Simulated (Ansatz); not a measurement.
# YbS in the zincblende structure

The computed numbers are results of PBEsol, scalar-relativistic (no spin polarisation) in the plane-wave PAW code Ansatz at 420 eV, 8×8×8 k-mesh, Gaussian smearing of 0.05 eV. The datasets are Ansatz's generated set soft_2.

Space group F-43m (No. 216). a = 6.130 Å, b = 6.130 Å, c = 6.130 Å, α = 90.00°, β = 90.00°, γ = 90.00°
| atom | site | symmetry | x | y | z |
| --- | --- | --- | --- | --- | --- |
| Yb | 4a | -43m | 0.0000 | 0.0000 | 0.0000 |
| S | 4d | -43m | 0.2500 | 0.2500 | 0.7500 |

This is a trial structure; measured cells of the compound in the Crystallography Open Database are in space group Fm-3m (rock salt).

Cell and atoms are those of this level's equilibrium.

The run used a cell of 2 atoms; the mesh refers to it.

```yaml
Volume: 28.79 Å³/atom
Band_gap: 0.31 eV
Smallest_direct_gap: 0.32 eV
Bulk_modulus_Birch–Murnaghan: 45 GPa
Pressure_derivative_B0′: 4.0
Shear_modulus_Hill: 7.7 GPa
Young's_modulus: 22 GPa
Poisson's_ratio: 0.42
Elastically_stable: yes
```

Problem. Estimate the formation energy from the elements (0 K, uncorrected) at this level of theory (PBEsol).

Solution. -1.79 eV/atom.

Problem. Fill in the f electrons (orthogonalised atomic orbitals) (PBEsol).

Solution. Yb 13.85.

Formal charges Yb²⁺, S²⁻ balance and leave closed shells on every ion, so a band insulator is expected, and the gap is 0.31 eV.

Spin–orbit coupling, which matters for such heavy elements, is left out.
